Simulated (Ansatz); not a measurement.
# MnI2 (P-3m1): one cell, several electronic states

All numbers are calculated (LDA+U, U_eff = 4.0 eV (Dudarev form) on Mn d, fully localised double counting, scalar-relativistic datasets, 420 eV, PAW set soft_2 (made for PBE), 5×5×2 mesh, Gaussian smearing of 0.05 eV) with the plane-wave PAW code Ansatz.

```yaml
crystal:
  lattice:
    - [4.16000, 0.00000, 0.00000]
    - [-2.08000, 3.60267, 0.00000]
    - [0.00000, 0.00000, 13.64000]
  atoms:
    - { symbol: Mn, position: [0.00000, 0.00000, 0.00000] }
    - { symbol: I, position: [0.33333, 0.66667, 0.12500] }
    - { symbol: I, position: [0.66667, 0.33333, 0.37500] }
    - { symbol: Mn, position: [0.00000, 0.00000, 0.50000] }
    - { symbol: I, position: [0.33333, 0.66667, 0.62500] }
    - { symbol: I, position: [0.66667, 0.33333, 0.87500] }
```

The structure is that of a cell as deposited in COD, unrelaxed. The cell shown is twice the primitive one, so that more magnetic patterns fit.

Cell and atoms stay fixed, and the cell was started in 18 ways, of which 1 didn't converge and is left out, without spin–orbit coupling. The starts were built for 5 d electrons on Mn, a formal count that the converged states needn't keep. Starting moments of the plain starts: Mn1 5.00; Mn4 5.00 μB (atoms counted from 1).

Q: How many distinct unconstrained states are reached, over what range, and what is the lowest like? The starts that converged:
- total moment locked, 7.50 μB per cell (constrained)
- antiferromagnetic start, free
- total moment held at first, then free, 5.00 μB per cell
- ferromagnetic start, free, default search
- site moments held at Mn1 4.39; Mn4 4.39 μB (constrained)
- ferromagnetic start, free, symmetry kept, no search
- total moment locked, 5.00 μB per cell (constrained)
- no spin polarisation
- site moments held at Mn1 3.70; Mn4 3.70 μB (constrained)
- antiferromagnetic directions held (constrained)
- ferromagnetic start, free, natural orbitals of the symmetric run filled by rank
- total moment locked, 11.00 μB per cell (constrained)
- antiferromagnetic site moments held at Mn1 4.62; Mn4 -4.62 μB at first, then free
- ferrimagnetic site moments held at Mn1 4.62; Mn4 -2.31 μB (constrained)
- ferrimagnetic site moments held at Mn1 4.62; Mn4 -1.85 μB at first, then free
- total moment locked at zero, no site moments, 0.00 μB per cell (constrained)
- canted directions held, 90° (constrained)

A: 3 distinct free states (told apart by 2 meV/atom, or by moments or gap), the highest 482.2 meV/atom up. The lowest has 5 d electrons in filled orbitals, 5 of them unpaired, the high-spin filling, a gap of 2.60 eV; it came from: antiferromagnetic site moments held at Mn1 4.62; Mn4 -4.62 μB at first, then free; antiferromagnetic start, free.

Energies count from the lowest free state found; constrained states (a lock kept on the moments, or spin off) can lie above or below free ones. A natural orbital (eigenvector of a shell's occupation matrix) is counted as filled above 0.75 (0.9 in a metal) and as partly filled from 0.35 up to that; ↑ and ↓ are the spin channels.

| state | reached from | ΔE (meV/atom) | gap (eV) | P (GPa) | cell spin moment (μB) | site spin moments (μB; Gaussian-weighted where vectors) | shell filling | Hubbard energy (eV/cell) | flags |
| --- | --- | --- | --- | --- | --- | --- | --- | --- | --- |
| 1 | antiferromagnetic site moments held at Mn1 4.62; Mn4 -4.62 μB at first, then free; antiferromagnetic start, free | 0.0 | 2.60 | -2.5 | 0.00 | Mn 4.62, -4.62 | Mn 5↑ 0↓, 5.27 e; Mn 0↑ 5↓, 5.27 e | 1.03 | – |
| 2 | antiferromagnetic directions held (constrained) | 0.0 | 2.60 | -2.5 | 0.00 | Mn 4.62, -4.62 | Mn 5↑ 0↓, 5.27 e; Mn 0↑ 5↓, 5.27 e | 1.03 | – |
| 3 | canted directions held, 90° (constrained) | 0.2 | 2.54 | – | 7.07 | Mn1 (0.00, 0.00, 4.25); Mn4 (4.25, 0.00, 0.00) | Mn 5 filled of 10 spin orbitals, 5.27 e | 1.03 | – |
| 4 | total moment held at first, then free, 5.00 μB per cell; ferromagnetic start, free, natural orbitals of the symmetric run filled by rank; ferromagnetic start, free, symmetry kept, no search; 1 more | 0.4 | 2.51 | -2.5 | 10.00 | Mn 4.62 | Mn 5↑ 0↓, 5.26 e | 1.03 | – |
| 5 | site moments held at Mn1 4.39; Mn4 4.39 μB (constrained) | 48.8 | 1.61 | – | 10.00 | Mn 4.39; I 0.14 | Mn 5↑ 0↓, 5.38 e | 1.44 | – |
| 6 | total moment locked, 11.00 μB per cell (constrained) | 291.6 | metal | -1.6 | 11.00 | Mn 4.72; I 0.15 | Mn 5↑ 0↓, 5.24 e | 0.95 | – |
| 7 | ferrimagnetic site moments held at Mn1 4.62; Mn4 -1.85 μB at first, then free | 482.2 | 1.55 | -4.1 | 4.00 | Mn 4.62, -1.11; I 0.07 | Mn 5↑ 0↓, 5.27 e; Mn 2↑ 3↓, 5.54 e | 1.54 | – |
| 8 | site moments held at Mn1 3.70; Mn4 3.70 μB (constrained) | 557.4 | metal | – | 9.15 | Mn 3.69; I 0.23 | Mn 5↑ 0↓(+2 partly), 5.66 e | 2.83 | lock stalled near its target |
| 9 | ferrimagnetic site moments held at Mn1 4.62; Mn4 -2.31 μB (constrained) | 577.5 | metal | – | 2.82 | Mn 4.62, -2.31; I 0.10 | Mn 5↑ 0↓, 5.27 e; Mn 0↑(+2 partly) 3↓(+2 partly), 5.73 e | 2.55 | lock stalled near its target |
| 10 | total moment locked, 7.50 μB per cell (constrained) | 590.1 | metal | -5.0 | 7.50 | Mn 4.02; I -0.15 | Mn 5↑ 0↓, 5.61 e | 2.75 | occupations loosely converged |
| 11 | total moment locked, 5.00 μB per cell (constrained) | 1090.9 | metal | -7.2 | 5.00 | Mn 2.92; I -0.20 | Mn 3↑(+2 partly) 0↓(+2 partly), 5.80 e | 4.14 | – |
| 12 | total moment locked at zero, no site moments, 0.00 μB per cell (constrained) | 1521.7 | metal | -8.8 | 0.00 | under 0.05 | Mn 2↑(+1 partly) 2↓(+1 partly), 5.74 e | 4.36 | – |
| 13 | no spin polarisation | 1521.7 | metal | -8.8 | 0.00 | under 0.05 | Mn 2 filled, 1 partly in each spin, 5.74 e | 4.36 | occupations loosely converged |

Natural occupations of the lowest free state (state 1): Mn1 spin up: 1.00 1.00 1.00 1.00 1.00; Mn1 spin down: 0.02 0.02 0.02 0.11 0.11; Mn4 spin up: 0.02 0.02 0.02 0.11 0.11; Mn4 spin down: 1.00 1.00 1.00 1.00 1.00. Since all bands are wholly filled or empty, the fractional occupations (0.11) come from mixing of the shell with the neighbours' orbitals (covalency), not from partly filled bands.

State 7 lies 482.2 meV/atom higher, or 2.89 eV per cell. It has a gap of 1.55 eV and a whole-number cell moment of 4 μB, as a collinear insulator must have; natural occupations Mn1 spin up: 1.00 1.00 1.00 1.00 1.00; Mn1 spin down: 0.02 0.02 0.02 0.11 0.11; Mn4 spin up: 0.02 0.09 0.09 0.99 0.99; Mn4 spin down: 0.19 0.19 0.99 0.99 1.00. On Mn4, N↑ − N↓ is 1.17 in size in state 7 against 4.72 in state 1: with fewer parallel spins, state 7 lacks part of the exchange energy behind Hund's first rule. With J = 0 the Hubbard energy is (U/2) Σ λ(1 − λ), a penalty on fractional natural occupations. The sums Σ λ(1 − λ) over the cell's shells are 0.52 for state 1 and 0.77 for state 7, which at U/2 = 2.00 eV give 1.03 and 1.54 eV per cell. Of the difference of 2.89 eV per cell, the Hubbard term gives 0.51 eV and all other terms 2.38 eV, so the Hubbard term itself makes little of it, though U shapes both states. The other terms are taken on each state's own density, so they aren't the result of a run without U.

Opposed moments on the two ions of this cell turn none of the 6 nearest magnetic neighbours at 4.16 Å against each other; some of these neighbours are also nearest neighbours of each other, so no collinear order can turn them all.

In the lowest free state the fixed cell carries a pressure of -2.5 GPa and forces up to 0.44 eV/Å; relaxing would change energies and could change the order of close states.

The lowest state found needn't be the ground state of this level of theory. For metallic states the mesh is coarse, so energy differences carry some meV/atom. Spin–orbit coupling is left out. U wasn't fitted or computed for this material, so the results show what this U gives and needn't match the real solid. Stress under a held lock on site moments or directions isn't converged. A gap on the mesh alone may shrink between mesh points.
